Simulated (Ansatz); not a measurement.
Heated and quenched cell Al48O72

Ansatz, PAW, plane waves. PBEsol relaxation at the Γ point alone; single points on the relaxed atoms at the Γ point alone. No spin–orbit coupling unless named.

Relaxed structure:

```yaml
crystal:
  lattice:
    - [10.31169, 0.00000, 0.00000]
    - [-5.15585, 8.93019, 0.00000]
    - [0.00000, 0.00000, 14.05466]
  atoms:
    - { symbol: Al, position: [0.30612, 0.21371, 0.24103] }
    - { symbol: Al, position: [0.31110, 0.71889, 0.14687] }
    - { symbol: Al, position: [0.94570, 0.45319, 0.13221] }
    - { symbol: Al, position: [0.79874, 0.77790, 0.19950] }
    - { symbol: Al, position: [0.15840, 0.37763, 0.97419] }
    - { symbol: Al, position: [0.13747, 0.90782, 0.89455] }
    - { symbol: Al, position: [0.65563, 0.36523, 0.99111] }
    - { symbol: Al, position: [0.64983, 0.90051, 0.07776] }
    - { symbol: Al, position: [0.18870, 0.40075, 0.24615] }
    - { symbol: Al, position: [0.15111, 0.90586, 0.12649] }
    - { symbol: Al, position: [0.68478, 0.42141, 0.20917] }
    - { symbol: Al, position: [0.29549, 0.70309, 0.35489] }
    - { symbol: Al, position: [0.22749, 0.41390, 0.48642] }
    - { symbol: Al, position: [0.37007, 0.99121, 0.59988] }
    - { symbol: Al, position: [0.75370, 0.40169, 0.48132] }
    - { symbol: Al, position: [0.77838, 0.88914, 0.41754] }
    - { symbol: Al, position: [0.92914, 0.12419, 0.21801] }
    - { symbol: Al, position: [0.96822, 0.42685, 0.32071] }
    - { symbol: Al, position: [0.60741, 0.91986, 0.30092] }
    - { symbol: Al, position: [0.48434, 0.54888, 0.18724] }
    - { symbol: Al, position: [0.97536, 0.01729, 0.00463] }
    - { symbol: Al, position: [0.09611, 0.60658, 0.97627] }
    - { symbol: Al, position: [0.49124, 0.06154, 0.19667] }
    - { symbol: Al, position: [0.52359, 0.56479, 0.99768] }
    - { symbol: Al, position: [0.05146, 0.14548, 0.57743] }
    - { symbol: Al, position: [0.94001, 0.37038, 0.64720] }
    - { symbol: Al, position: [0.50598, 0.70516, 0.51385] }
    - { symbol: Al, position: [0.38826, 0.42543, 0.67652] }
    - { symbol: Al, position: [0.84821, 0.88945, 0.71417] }
    - { symbol: Al, position: [0.95281, 0.58751, 0.77494] }
    - { symbol: Al, position: [0.51545, 0.12241, 0.89171] }
    - { symbol: Al, position: [0.36314, 0.55833, 0.82965] }
    - { symbol: Al, position: [0.36865, 0.16544, 0.74818] }
    - { symbol: Al, position: [0.26325, 0.65993, 0.67281] }
    - { symbol: Al, position: [0.52265, 0.90068, 0.72447] }
    - { symbol: Al, position: [0.86128, 0.72594, 0.51252] }
    - { symbol: Al, position: [0.42795, 0.28894, 0.51940] }
    - { symbol: Al, position: [0.37366, 0.02103, 0.38544] }
    - { symbol: Al, position: [0.91322, 0.20149, 0.42911] }
    - { symbol: Al, position: [0.08774, 0.87997, 0.33605] }
    - { symbol: Al, position: [0.32827, 0.24755, 0.03531] }
    - { symbol: Al, position: [0.38304, 0.78950, 0.92358] }
    - { symbol: Al, position: [0.88912, 0.32682, 0.88477] }
    - { symbol: Al, position: [0.67680, 0.57997, 0.81657] }
    - { symbol: Al, position: [0.09081, 0.17577, 0.80188] }
    - { symbol: Al, position: [0.10530, 0.84791, 0.67026] }
    - { symbol: Al, position: [0.66729, 0.31396, 0.70257] }
    - { symbol: Al, position: [0.68425, 0.87394, 0.86843] }
    - { symbol: O, position: [0.26711, 0.10960, 0.13023] }
    - { symbol: O, position: [0.15420, 0.56068, 0.28698] }
    - { symbol: O, position: [0.64006, 0.01788, 0.17028] }
    - { symbol: O, position: [0.71855, 0.82319, 0.29425] }
    - { symbol: O, position: [0.46916, 0.20754, 0.99153] }
    - { symbol: O, position: [0.29747, 0.53103, 0.14221] }
    - { symbol: O, position: [0.78006, 0.96611, 0.97318] }
    - { symbol: O, position: [0.67089, 0.58026, 0.22425] }
    - { symbol: O, position: [0.97127, 0.32012, 0.20762] }
    - { symbol: O, position: [0.00334, 0.83259, 0.21990] }
    - { symbol: O, position: [0.51684, 0.24530, 0.22038] }
    - { symbol: O, position: [0.42988, 0.75314, 0.25964] }
    - { symbol: O, position: [0.36886, 0.41001, 0.27566] }
    - { symbol: O, position: [0.31032, 0.89714, 0.17099] }
    - { symbol: O, position: [0.86872, 0.48541, 0.25108] }
    - { symbol: O, position: [0.86801, 0.97025, 0.13417] }
    - { symbol: O, position: [0.13069, 0.20681, 0.02648] }
    - { symbol: O, position: [0.21442, 0.79924, 0.94476] }
    - { symbol: O, position: [0.76319, 0.41918, 0.09402] }
    - { symbol: O, position: [0.62031, 0.71179, 0.09917] }
    - { symbol: O, position: [0.24080, 0.03675, 0.65899] }
    - { symbol: O, position: [0.04916, 0.32489, 0.56887] }
    - { symbol: O, position: [0.89140, 0.05302, 0.50284] }
    - { symbol: O, position: [0.69566, 0.73335, 0.50805] }
    - { symbol: O, position: [0.12184, 0.20040, 0.23386] }
    - { symbol: O, position: [0.22385, 0.82639, 0.38144] }
    - { symbol: O, position: [0.83872, 0.32028, 0.41153] }
    - { symbol: O, position: [0.58417, 0.86602, 0.42911] }
    - { symbol: O, position: [0.09469, 0.34173, 0.38542] }
    - { symbol: O, position: [0.25058, 0.06864, 0.32838] }
    - { symbol: O, position: [0.58200, 0.37379, 0.44607] }
    - { symbol: O, position: [0.51881, 0.03348, 0.31959] }
    - { symbol: O, position: [0.00113, 0.39787, 0.01835] }
    - { symbol: O, position: [0.94734, 0.52763, 0.89080] }
    - { symbol: O, position: [0.04410, 0.02279, 0.87665] }
    - { symbol: O, position: [0.52378, 0.70197, 0.91010] }
    - { symbol: O, position: [0.83771, 0.30595, 0.75727] }
    - { symbol: O, position: [0.78789, 0.77844, 0.81999] }
    - { symbol: O, position: [0.27217, 0.26677, 0.75705] }
    - { symbol: O, position: [0.70352, 0.93072, 0.74362] }
    - { symbol: O, position: [0.46985, 0.42175, 0.09048] }
    - { symbol: O, position: [0.44726, 0.81682, 0.04766] }
    - { symbol: O, position: [0.10402, 0.64313, 0.10376] }
    - { symbol: O, position: [0.05044, 0.89185, 0.01916] }
    - { symbol: O, position: [0.48304, 0.30813, 0.64418] }
    - { symbol: O, position: [0.45891, 0.77053, 0.62052] }
    - { symbol: O, position: [0.22475, 0.23049, 0.51494] }
    - { symbol: O, position: [0.05446, 0.55941, 0.68420] }
    - { symbol: O, position: [0.41176, 0.48650, 0.55239] }
    - { symbol: O, position: [0.22942, 0.80057, 0.61184] }
    - { symbol: O, position: [0.76466, 0.32482, 0.59334] }
    - { symbol: O, position: [0.94840, 0.85886, 0.41670] }
    - { symbol: O, position: [0.31588, 0.61201, 0.45528] }
    - { symbol: O, position: [0.40495, 0.09539, 0.49823] }
    - { symbol: O, position: [0.89614, 0.58538, 0.49091] }
    - { symbol: O, position: [0.82906, 0.07989, 0.32969] }
    - { symbol: O, position: [0.34825, 0.41680, 0.93604] }
    - { symbol: O, position: [0.31737, 0.03918, 0.84777] }
    - { symbol: O, position: [0.71178, 0.24374, 0.93703] }
    - { symbol: O, position: [0.03881, 0.28742, 0.86713] }
    - { symbol: O, position: [0.55119, 0.26410, 0.80418] }
    - { symbol: O, position: [0.26014, 0.49162, 0.71277] }
    - { symbol: O, position: [0.93066, 0.82017, 0.62642] }
    - { symbol: O, position: [0.76803, 0.52122, 0.73623] }
    - { symbol: O, position: [0.98976, 0.08307, 0.69521] }
    - { symbol: O, position: [0.36039, 0.74557, 0.78562] }
    - { symbol: O, position: [0.51627, 0.05851, 0.68126] }
    - { symbol: O, position: [0.51235, 0.54849, 0.76311] }
    - { symbol: O, position: [0.23846, 0.57355, 0.92532] }
    - { symbol: O, position: [0.05568, 0.78567, 0.78735] }
    - { symbol: O, position: [0.65751, 0.52513, 0.93822] }
    - { symbol: O, position: [0.54386, 0.96208, 0.87303] }
```

What are the mean bond lengths by pair (pairs within 1.2 times the sum of covalent radii, less contacts 15 % beyond the pair's median; cation–cation pairs of compounds aside; long ionic contacts are cut short by that bound)?

Al–O 1.841 ± 0.078 Å (standard deviation, 217 bonds).

What gap lies between the top filled and the lowest empty level in the single points?

HSE06 5.24 eV (35 s on NVIDIA GB300).
